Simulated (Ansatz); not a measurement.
Input:

Ta₂O₅:
```
CELL_PARAMETERS angstrom
      3.64920     0.00000     0.00000
      0.00000     3.83712     0.00000
      0.00000     0.00000     6.36506
ATOMIC_POSITIONS crystal
  O  0.00000 0.00000 0.32095
  O  0.00000 0.00000 0.67905
  O  0.50000 0.50000 0.50000
  Ta 0.50000 0.00000 0.50000
  O  0.50000 0.00000 0.00000
  Ta 0.00000 0.00000 0.00000
  O  0.00000 0.50000 0.00000
```

This is the LDA-relaxed structure. x, y and z are the axes in which the lattice vectors are written.

Problem. All from LDA (plane waves, PAW; program Ansatz), unless another level is named. Estimate the smallest direct gap on the standard path.

Solution. 0.47 eV.

Problem. And the formation energy from the elements (no fitted shifts)?

Solution. -252 kJ/mol of atoms.

Problem. Predict the band gap.

Solution. 0.29 eV (indirect).

Problem. Predict the valence-band maximum.

Solution. at R (k = 0.500, 0.500, 0.500).

Problem. Predict the conduction-band minimum.

Solution. at X (k = 0.500, 0.000, 0.000).

Space group Pmmm. The workflow started from an entry of the Crystallography Open Database (COD); the relaxed space group is not among those it files for this formula. COD files the formula under space group No. 49, so this cell is another polymorph or a model. Whether it is the stable phase at ambient conditions was not checked. The cell was relaxed with LDA under the symmetry of its start. At this level the phase is dynamically unstable (imaginary phonons). The run is not spin-polarised. The references are the lowest solids computed at this level, not always the standard phases (solids in place of the gases). Scalar-relativistic: spin–orbit coupling is off unless named, which matters more the heavier the elements.

Potentials: the later of the program's two PAW sets.
